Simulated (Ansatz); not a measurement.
WS2 (2H-MoS2 type, space group P6_3/mmc)

```
WS2
1.0
    3.15405     0.00000     0.00000
   -1.57702     2.73148     0.00000
    0.00000     0.00000    12.14146
W S
2 4
Cartesian
  0.00000   1.82099   3.03537
  1.57702   0.91049   9.10610
  0.00000   1.82099   7.53137
  1.57702   0.91049   1.46064
  1.57702   0.91049   4.61009
  0.00000   1.82099  10.68082
```

In each cell atom 5 (S, nearest neighbour W at 2.407 Å; its periodic images, 3.2 Å or more away, move with it) moves by s·(0.000, 0.000, 1.000) (along Cartesian z), the rest being held.

These are PBE-D3(BJ) (plane waves to 420 eV, PAW, scalar-relativistic; Ansatz, a quantum-chemistry and plane-wave program) values and carry that method's errors. k mesh 10×10×3 (Γ-centred), Fermi-Dirac smearing 0.05 eV. The energy includes the smearing's −TS. Spin-orbit coupling is left out, though W is heavy. WS2 is run without spin polarisation. WS2 was relaxed with its symmetry unable to fall. ΔE is measured from the undisplaced structure.

```tsv
s (Å)	ΔE (meV/cell)
-0.240	625
-0.192	389
-0.144	212
-0.096	91
-0.048	22
0.000	0
0.048	21
0.096	80
0.144	173
0.192	296
0.240	446
```

What force constant k = d²E/ds² at s = 0 does the table give?

19 eV/Å². It is the second difference of the nearest points, corrected with the next pair.

With k = 18.56 eV/Å² from the forces, is the well harmonic out to s = 0.240 Å?

½ks² = 535 meV/cell against the computed 446 meV/cell, so the well is softer than harmonic there.

(For displaced atoms, the force is minus the slope of the energy, and its curvature is a force constant, which sets phonon frequencies.)
